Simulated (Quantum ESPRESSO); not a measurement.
Al6WCu, finding a planted mistake in a log

A calculation, not a measurement. The program is pw.x of Quantum ESPRESSO 7.5 (plane-wave density functional theory). The cell is made up: eight metal atoms on a hexagonal close-packed lattice, with elements, volume, strain and displacements drawn at random and not relaxed, so it may be unstable or far from any real phase. PseudoDojo standard norm-conserving files set the functional (PBE unless stated); there is no spin polarisation or spin-orbit coupling, the Fermi-Dirac width of 0.25 eV means electrons at about 2900 K, and the masses in the input are unused placeholders. The copper pseudopotential is less sure than most, with forces differing by about three percent and pressure by about two GPa from a second method on plain copper. The tin pseudopotential is less sure than most, with forces differing by about three percent from a second method on plain tin. Heavy elements are run without spin-orbit coupling, which real alloys of them have. A spin test at this wide smearing found no moment, but such smearing suppresses magnetism that the real alloy may have.

Intended input:

```
&control calculation='scf', pseudo_dir='./dojo.nc.sr.pbe.v0_5.standard.upf', outdir='./o', disk_io='minimal', tprnfor=.true., tstress=.true. /
&system ibrav=0, nat=8, ntyp=3, nbnd=35, ecutwfc=92.02030273, nosym=.true., tot_charge=0,
 occupations='smearing', smearing='fd', degauss=0.0183746611
/
&electrons conv_thr=1.470e-08, electron_maxstep=70, mixing_beta=0.5 /
ATOMIC_SPECIES
Al 1.0 Al.upf
Cu 1.0 Cu.upf
W 1.0 W.upf
CELL_PARAMETERS angstrom
2.8101 -0.0009 0.0091
1.3906 -2.4876 -4.6268
1.3875 7.3551 -4.5717
ATOMIC_POSITIONS angstrom
Al -0.024 -0.0074 -0.0743
Al 1.4149 2.4603 -4.6291
W 1.4004 -0.8564 -2.1586
Al 2.7701 1.6858 -6.9308
Al 2.8449 4.886 -4.6795
Al 2.8636 0.066 -4.6498
Cu 2.7371 1.7096 -2.363
Al 4.0606 4.009 -6.9719
K_POINTS automatic
10 5 3 1 1 1
```

The log is shortened where brackets say so; the opening notice, blank lines, dates and the lines on written files are dropped, and the path of the files is cut. It prints rydbergs, bohrs and kilobars, and counts compression as positive stress. Its total energy is the free energy E - TS of the whole cell.

Log of the intended run:

```
     Program PWSCF v.7.5
     Parallel version (MPI & OpenMP), running on       4 processor cores
     Number of MPI processes:                 4
     Threads/MPI process:                     1
     [start-up lines left out]
     bravais-lattice index     =            0
     lattice parameter (alat)  =       5.3103  a.u.
     unit-cell volume          =     861.8426 (a.u.)^3
     number of atoms/cell      =            8
     number of atomic types    =            3
     number of electrons       =        51.00
     number of Kohn-Sham states=           35
     kinetic-energy cutoff     =      92.0203  Ry
     charge density cutoff     =     368.0812  Ry
     scf convergence threshold =      1.5E-08
     mixing beta               =       0.5000
     number of iterations used =            8  plain     mixing
     Exchange-correlation= PBE
                           (   1   4   3   4   0   0   0)
     [axes and pseudopotential details left out]
   Cartesian axes
     site n.     atom                  positions (alat units)
         1        Al     tau(   1) = (  -0.0085406  -0.0026333  -0.0264402  )
         2        Al     tau(   2) = (   0.5035025   0.8755158  -1.6472992  )
         3        W      tau(   3) = (   0.4983426  -0.3047562  -0.7681536  )
         4        Al     tau(   4) = (   0.9857604   0.5999043  -2.4663760  )
         5        Al     tau(   5) = (   1.0123785   1.7387190  -1.6652344  )
         6        Al     tau(   6) = (   1.0190331   0.0234866  -1.6546655  )
         7        Cu     tau(   7) = (   0.9740171   0.6083737  -0.8408909  )
         8        Al     tau(   8) = (   1.4449943   1.4266321  -2.4810018  )
     number of k points=    75  Fermi-Dirac smearing, width (Ry)=  0.0184
                       cart. coord. in units 2pi/alat
        k(    1) = (   0.0501880   0.0193631  -0.0560620), wk =   0.0266667
        k(    2) = (   0.0497949  -0.1715459   0.0464621), wk =   0.0266667
     [further k points left out]
     Dense  grid:   102825 G-vectors     FFT dimensions: (  36,  64, 108)
     Estimated max dynamical RAM per process >     273.15 MB
     Estimated total dynamical RAM >    1017.28 MB
     Initial potential from superposition of free atoms
     starting charge      50.9845, renormalised to      51.0000
     Starting wfcs are   44 randomized atomic wfcs
     total cpu time spent up to now is        4.7 secs
     per-process dynamical memory:   218.6 Mb
     Self-consistent Calculation
     iteration #  1     ecut=    92.02 Ry     beta= 0.50
     Davidson diagonalization with overlap
     ethr =  1.00E-02,  avg # of iterations =  3.7
     total cpu time spent up to now is       15.5 secs
     total energy              =    -551.51636030 Ry
     estimated scf accuracy    <      10.49336451 Ry
     iteration #  2     ecut=    92.02 Ry     beta= 0.50
     Davidson diagonalization with overlap
     ethr =  1.00E-02,  avg # of iterations =  3.4
     total cpu time spent up to now is       27.1 secs
     total energy              =    -551.91468131 Ry
     estimated scf accuracy    <      84.62821310 Ry
     [iterations 3 to 16 left out]
     iteration # 17     ecut=    92.02 Ry     beta= 0.50
     Davidson diagonalization with overlap
     ethr =  2.74E-10,  avg # of iterations =  1.0
     total cpu time spent up to now is      164.1 secs
     total energy              =    -558.72782241 Ry
     estimated scf accuracy    <       0.00000004 Ry
     iteration # 18     ecut=    92.02 Ry     beta= 0.50
     Davidson diagonalization with overlap
     ethr =  7.95E-11,  avg # of iterations =  2.0
     total cpu time spent up to now is      172.2 secs
     End of self-consistent calculation
     [lines on levels left out]
!    total energy              =    -558.72782242 Ry
     estimated scf accuracy    <          6.5E-10 Ry
     smearing contrib. (-TS)   =      -0.05246560 Ry
     internal energy E=F+TS    =    -558.67535682 Ry
     The total energy is F=E-TS. E is the sum of the following terms:
     one-electron contribution =    -509.77502783 Ry
     hartree contribution      =     273.95151451 Ry
     xc contribution           =     -92.72980365 Ry
     ewald contribution        =    -230.12203985 Ry
     convergence has been achieved in  18 iterations
     Forces acting on atoms (cartesian axes, Ry/au):
     atom    1 type  1   force =     0.00190649    0.03196523    0.01322940
     atom    2 type  1   force =    -0.00094224    0.00541963    0.02315317
     atom    3 type  3   force =    -0.00440124   -0.01174525   -0.07395559
     atom    4 type  1   force =    -0.00182799   -0.03539282   -0.01254335
     atom    5 type  1   force =    -0.00661648   -0.00922211    0.01654601
     atom    6 type  1   force =    -0.00550476   -0.02071208    0.02886059
     atom    7 type  2   force =     0.00323203    0.00169293    0.00309997
     atom    8 type  1   force =     0.01415420    0.03799447    0.00160979
     Total force =     0.110323     Total SCF correction =     0.000052
     Computing stress (Cartesian axis) and pressure
          total   stress  (Ry/bohr**3)                   (kbar)     P=      -26.85
  -0.00005337   0.00000662   0.00001407           -7.85        0.97        2.07
   0.00000662  -0.00027730  -0.00004739            0.97      -40.79       -6.97
   0.00001407  -0.00004739  -0.00021684            2.07       -6.97      -31.90
     init_run     :      4.43s CPU      4.63s WALL (       1 calls)
     electrons    :    166.80s CPU    167.58s WALL (       1 calls)
     forces       :      1.74s CPU      1.76s WALL (       1 calls)
     stress       :      6.02s CPU      6.02s WALL (       1 calls)
     [timing details left out]
     PWSCF        :   2m59.06s CPU   3m 0.11s WALL
     JOB DONE.
```

A second run was made from an input with one planted mistake. Its log:

```
     Program PWSCF v.7.5
     Parallel version (MPI & OpenMP), running on       4 processor cores
     Number of MPI processes:                 4
     Threads/MPI process:                     1
     [start-up lines left out]
     bravais-lattice index     =            0
     lattice parameter (alat)  =       5.3103  a.u.
     unit-cell volume          =     861.8426 (a.u.)^3
     number of atoms/cell      =            8
     number of atomic types    =            4
     number of electrons       =        62.00
     number of Kohn-Sham states=           40
     kinetic-energy cutoff     =      92.0203  Ry
     charge density cutoff     =     368.0812  Ry
     scf convergence threshold =      1.5E-08
     mixing beta               =       0.5000
     number of iterations used =            8  plain     mixing
     Exchange-correlation= PBE
                           (   1   4   3   4   0   0   0)
     [axes and pseudopotential details left out]
   Cartesian axes
     site n.     atom                  positions (alat units)
         1        Al     tau(   1) = (  -0.0085406  -0.0026333  -0.0264402  )
         2        Al     tau(   2) = (   0.5035025   0.8755158  -1.6472992  )
         3        W      tau(   3) = (   0.4983426  -0.3047562  -0.7681536  )
         4        Al     tau(   4) = (   0.9857604   0.5999043  -2.4663760  )
         5        Sn     tau(   5) = (   1.0123785   1.7387190  -1.6652344  )
         6        Al     tau(   6) = (   1.0190331   0.0234866  -1.6546655  )
         7        Cu     tau(   7) = (   0.9740171   0.6083737  -0.8408909  )
         8        Al     tau(   8) = (   1.4449943   1.4266321  -2.4810018  )
     number of k points=    75  Fermi-Dirac smearing, width (Ry)=  0.0184
                       cart. coord. in units 2pi/alat
        k(    1) = (   0.0501880   0.0193631  -0.0560620), wk =   0.0266667
        k(    2) = (   0.0497949  -0.1715459   0.0464621), wk =   0.0266667
     [further k points left out]
     Dense  grid:   102825 G-vectors     FFT dimensions: (  36,  64, 108)
     Estimated max dynamical RAM per process >     303.59 MB
     Estimated total dynamical RAM >       1.11 GB
     Initial potential from superposition of free atoms
     starting charge      61.9854, renormalised to      62.0000
     Starting wfcs are   49 randomized atomic wfcs
     total cpu time spent up to now is        5.3 secs
     per-process dynamical memory:   242.1 Mb
     Self-consistent Calculation
     iteration #  1     ecut=    92.02 Ry     beta= 0.50
     Davidson diagonalization with overlap
     ethr =  1.00E-02,  avg # of iterations =  4.0
     total cpu time spent up to now is       17.3 secs
     total energy              =    -705.58741048 Ry
     estimated scf accuracy    <       8.77048398 Ry
     iteration #  2     ecut=    92.02 Ry     beta= 0.50
     Davidson diagonalization with overlap
     ethr =  1.00E-02,  avg # of iterations =  3.2
     total cpu time spent up to now is       30.0 secs
     total energy              =    -705.86575619 Ry
     estimated scf accuracy    <      69.60717545 Ry
     [iterations 3 to 15 left out]
     iteration # 16     ecut=    92.02 Ry     beta= 0.50
     Davidson diagonalization with overlap
     ethr =  1.04E-10,  avg # of iterations =  3.6
     total cpu time spent up to now is      176.6 secs
     total energy              =    -711.57684532 Ry
     estimated scf accuracy    <       0.00000008 Ry
     iteration # 17     ecut=    92.02 Ry     beta= 0.50
     Davidson diagonalization with overlap
     ethr =  1.04E-10,  avg # of iterations =  1.1
     total cpu time spent up to now is      185.3 secs
     End of self-consistent calculation
     [lines on levels left out]
!    total energy              =    -711.57684531 Ry
     estimated scf accuracy    <       0.00000001 Ry
     smearing contrib. (-TS)   =      -0.05551340 Ry
     internal energy E=F+TS    =    -711.52133192 Ry
     The total energy is F=E-TS. E is the sum of the following terms:
     one-electron contribution =    -498.54949361 Ry
     hartree contribution      =     279.65304597 Ry
     xc contribution           =    -135.00747199 Ry
     ewald contribution        =    -357.61741228 Ry
     convergence has been achieved in  17 iterations
     Forces acting on atoms (cartesian axes, Ry/au):
     atom    1 type  1   force =     0.00248292    0.07229413    0.01133941
     atom    2 type  1   force =    -0.00057623   -0.03512006    0.01869486
     atom    3 type  4   force =    -0.00398214    0.02721001   -0.11900796
     atom    4 type  1   force =    -0.00197213   -0.04142613    0.02697304
     atom    5 type  3   force =    -0.00773640   -0.03254990    0.05424652
     atom    6 type  1   force =    -0.00541382   -0.02165751    0.02788996
     atom    7 type  2   force =     0.00274751    0.00252200    0.00103751
     atom    8 type  1   force =     0.01445029    0.02872745   -0.02117333
     Total force =     0.176484     Total SCF correction =     0.000184
     Computing stress (Cartesian axis) and pressure
          total   stress  (Ry/bohr**3)                   (kbar)     P=       73.87
   0.00062926  -0.00000012  -0.00000067           92.57       -0.02       -0.10
  -0.00000012   0.00036026  -0.00012263           -0.02       53.00      -18.04
  -0.00000067  -0.00012263   0.00051695           -0.10      -18.04       76.05
     init_run     :      4.97s CPU      5.19s WALL (       1 calls)
     electrons    :    177.97s CPU    180.06s WALL (       1 calls)
     forces       :      1.90s CPU      1.93s WALL (       1 calls)
     stress       :      6.72s CPU      6.74s WALL (       1 calls)
     [timing details left out]
     PWSCF        :   3m11.63s CPU   3m14.06s WALL
     JOB DONE.
```

Question: the log repeats what the program read. Compare it with the intended run: what was wrong in the second input?

Answer: one atom is of a wrong element. The input lines that differ:

```
- &system ibrav=0, nat=8, ntyp=3, nbnd=35, ecutwfc=92.02030273, nosym=.true., tot_charge=0,
+ &system ibrav=0, nat=8, ntyp=4, nbnd=40, ecutwfc=92.02030273, nosym=.true., tot_charge=0,
+ Sn 1.0 Sn.upf
- Al 2.8449 4.886 -4.6795
+ Sn 2.8449 4.886 -4.6795
```

```
                                            intended run  run with the mistake
                          free energy (eV)     -7601.879             -9681.496
         entropy term -TS, part of it (eV)        -0.714                -0.755
                            pressure (GPa)         -2.68                  7.39
size of the largest force component (eV/Å)         1.901                 3.060
largest change of a force component (eV/Å)                               1.158
                                iterations            18                    17
```

For scale, a rerun of the intended cell at a higher cutoff and on a denser mesh moved values by no more than 0.008 eV in energy, 0.15 GPa in stress and 0.018 eV/Å in force, and a second program with other atomic files agreed on that cell to 2 % rms in force and 0.5 GPa in pressure. Files of another functional or element have another zero of energy, so the energy change says nothing on stability. The number of bands, nbnd, was set by rule from the electron count, so it follows the mistake.